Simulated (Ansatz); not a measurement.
The elements of this relaxed trial crystal are hidden behind letters.

```
lattice vectors (Å)
   3.4852    0.0000    0.0000
  -1.7426    3.0183    0.0000
   0.0000    0.0000    8.3812
fractional positions
X 0.3333 0.6667 0.8160
X 0.6667 0.3333 0.1840
X 0.0000 0.0000 0.5000
Z 0.0000 0.0000 0.0000
```

All numbers below come from DFT PBE, scalar-relativistic, plane waves, PAW in Ansatz 0.2.0. Cutoff 420 eV, Γ-centred 18×18×6 mesh (4-atom cell), Gaussian smearing of 0.10 eV, no spin polarisation.

```
Space group                                : P-3m1 (No. 164)
Conventional cell                          : a = 3.485 Å, c = 8.381 Å
Volume per atom                            : 22.04 Å³
Density                                    : 3.14 g/cm³
Formation energy                           : −0.89 eV/atom
Gap on the 18×18×6 mesh of the 4-atom cell : 0 eV (a metal)
```

Energies are uncorrected and count from the elements' standard states at the same level.

Task: X is a d-block element of period 4 and Z is a p-block element of period 3. Which elements are they?

Result: X = Sc, Z = S, so the formula is Sc3S. Density times volume gives a mean mass of 3.14 × 22.04/1.6605 = 41.7 u per atom, and this set has 41.7 u. Among the elements that the hints allow, noble gases aside, only these give it. Sc on a site of symmetry 3m has 3 S at 2.54 Å and 12 Sc at 3.33–3.68 Å; Sc on a site of symmetry -3m has 12 Sc at 3.33–3.49 Å; S is surrounded by 6 Sc at 2.54 Å.

An odd number of electrons in the primitive cell allows no gap without spin; a larger cell or a magnetic state could open one. A structure relaxed within its symmetry needn't be a true minimum.
